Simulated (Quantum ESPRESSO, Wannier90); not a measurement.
## ZrSi (Cmcm): Wannier90 run

Materials Project entry mp-11322; symmetrised, unrelaxed at this level. COD (Crystallography Open Database) has the formula in 2 space groups, this one among them (matched by group alone). Method: PBEsol plane waves in Quantum ESPRESSO 7.5 (PseudoDojo norm-conserving files, 53 Ry, no spin polarisation, no spin-orbit coupling), Bloch states on a 6×6×6 mesh through Γ, Wannier90 4.0.1. Density: 8×10×10 mesh, cold smearing 0.01 Ry.

On the energy scale of pw.x, whose zero is arbitrary, the Fermi level lies at 13.59 eV.

Input w.win:

```
num_bands = 2
num_wann = 2
exclude_bands = 3-48
num_iter = 800
conv_tol = 1.0e-6
conv_window = 4
write_hr = true
write_u_matrices = true
auto_projections = true
begin unit_cell_cart
ang
    0.0000000000    0.0000000000    3.7568400000
   -3.7713800000    0.0000000000    0.0000000000
    1.8856900000   -4.9736000000    0.0000000000
end unit_cell_cart
begin atoms_frac
Zr  -0.2500000000 -0.3548500000  0.2903000000
Zr   0.2500000000  0.3548500000 -0.2903000000
Si  -0.2500000000 -0.0781500000 -0.1563000000
Si   0.2500000000  0.0781500000  0.1563000000
end atoms_frac
mp_grid = 6 6 6
begin kpoints
0.0000000000 0.0000000000 0.0000000000
0.0000000000 0.0000000000 0.1666666667
0.0000000000 0.0000000000 0.3333333333
... (213 more lines: the 6x6x6 mesh through Gamma)
end kpoints
```

Input of pw2wannier90.x that gives the overlap and projection files (equivalent; here they were cut from one run over all bands):

```
&inputpp
  outdir = './out'
  prefix = 'pwscf'
  seedname = 'w'
  write_amn = .true.
  write_mmn = .true.
  atom_proj = .true.
  atom_proj_exclude = 2 3 4 5 6 7 8 9 10 12 13 14 15 16 17 18 19 20 21 22 23 24 25 26 27 28
/
```

Output w.wout (banner and timings cut):

```
                                    ------
                                    SYSTEM
                                    ------

                              Lattice Vectors (Ang)
                    a_1     0.000000   0.000000   3.756840
                    a_2    -3.771380   0.000000   0.000000
                    a_3     1.885690  -4.973600   0.000000

                   Unit Cell Volume:      70.46831  (Ang^3)

                        Reciprocal-Space Vectors (Ang^-1)
                    b_1     0.000000   0.000000   1.672466
                    b_2    -1.666018  -0.631654   0.000000
                    b_3     0.000000  -1.263307   0.000000

 *----------------------------------------------------------------------------*
 |   Site       Fractional Coordinate          Cartesian Coordinate (Ang)     |
 +----------------------------------------------------------------------------+
 | zr   1  -0.25000  -0.35485   0.29030   |    1.88569  -1.44384  -0.93921    |
 | zr   2   0.25000   0.35485  -0.29030   |   -1.88569   1.44384   0.93921    |
 | si   1  -0.25000  -0.07815  -0.15630   |    0.00000   0.77737  -0.93921    |
 | si   2   0.25000   0.07815   0.15630   |    0.00000  -0.77737   0.93921    |
 *----------------------------------------------------------------------------*
                                ------------
                                K-POINT GRID
                                ------------

             Grid size =  6 x  6 x  6      Total points =  216

 *---------------------------------- MAIN ------------------------------------*
 |  Number of Wannier Functions               :                 2             |
 |  Number of Objective Wannier Functions     :                 2             |
 |  Number of input Bloch states              :                 2             |
 |  Output verbosity (1=low, 5=high)          :                 1             |
 |  Timing Level (1=low, 5=high)              :                 1             |
 |  Optimisation (0=memory, 3=speed)          :                 3             |
 |  Length Unit                               :               Ang             |
 |  Post-processing setup (write *.nnkp)      :                 F             |
 |  Using Gamma-only branch of algorithms     :                 F             |
 *----------------------------------------------------------------------------*
 *------------------------------- WANNIERISE ---------------------------------*
 |  Total number of iterations                :               800             |
 |  Number of CG steps before reset           :                 5             |
 |  Trial step length for line search         :             2.000             |
 |  Convergence tolerence                     :         0.100E-05             |
 |  Convergence window                        :                 4             |
 |  Iterations between writing output         :                 1             |
 |  Iterations between backing up to disk     :               100             |
 |  Write r^2_nm to file                      :                 F             |
 |  Write xyz WF centres to file              :                 F             |
 |  Write on-site energies <0n|H|0n> to file  :                 F             |
 |  Use guiding centre to control phases      :                 F             |
 |  Use phases for initial projections        :                 F             |
 *----------------------------------------------------------------------------*
 *-------------------------------- PLOTTING ----------------------------------*
 |  Plotting Hamiltonian in WF basis          :                 T             |
 *----------------------------------------------------------------------------*

       ... (k-mesh section left out)

 Starting a new Wannier90 calculation ...

 Reading overlaps from w.mmn

 Reading projections from w.amn

 *------------------------------- WANNIERISE ---------------------------------*
 +--------------------------------------------------------------------+<-- CONV
 | Iter  Delta Spread     RMS Gradient      Spread (Ang^2)            |<-- CONV
 +--------------------------------------------------------------------+<-- CONV

 ------------------------------------------------------------------------------
 Initial State
  WF centre and spread    1  (  1.885690, -1.442390, -0.939210 )     0.47147125
  WF centre and spread    2  ( -1.885690,  1.442390,  0.939210 )     0.47147125
  Sum of centres and spreads ( -0.000000, -0.000000,  0.000000 )     0.94294251

      0     0.943E+00     0.0000000000        0.9429425030  <-- CONV
        O_D=      0.0000000 O_OD=      0.0000004 O_TOT=      0.9429425 <-- SPRD
 ------------------------------------------------------------------------------
      1    -0.111E-15     0.0000000876        0.9429425030  <-- CONV
        O_D=      0.0000000 O_OD=      0.0000004 O_TOT=      0.9429425 <-- SPRD
      2    -0.222E-15     0.0000000871        0.9429425030  <-- CONV
        O_D=      0.0000000 O_OD=      0.0000004 O_TOT=      0.9429425 <-- SPRD
      3    -0.222E-15     0.0000000862        0.9429425030  <-- CONV
        O_D=      0.0000000 O_OD=      0.0000004 O_TOT=      0.9429425 <-- SPRD
      4    -0.333E-15     0.0000000849        0.9429425030  <-- CONV
        O_D=      0.0000000 O_OD=      0.0000004 O_TOT=      0.9429425 <-- SPRD
             <<<     Delta < 1.000E-06  over  4 iterations     >>>
             <<< Wannierisation convergence criteria satisfied >>>
 Final State
  WF centre and spread    1  (  1.885690, -1.442390, -0.939210 )     0.47147125
  WF centre and spread    2  ( -1.885690,  1.442390,  0.939210 )     0.47147125
  Sum of centres and spreads ( -0.000000, -0.000000,  0.000000 )     0.94294251

         Spreads (Ang^2)       Omega I      =     0.942942117
        ================       Omega D      =     0.000000001
                               Omega OD     =     0.000000385
    Final Spread (Ang^2)       Omega Total  =     0.942942503
```
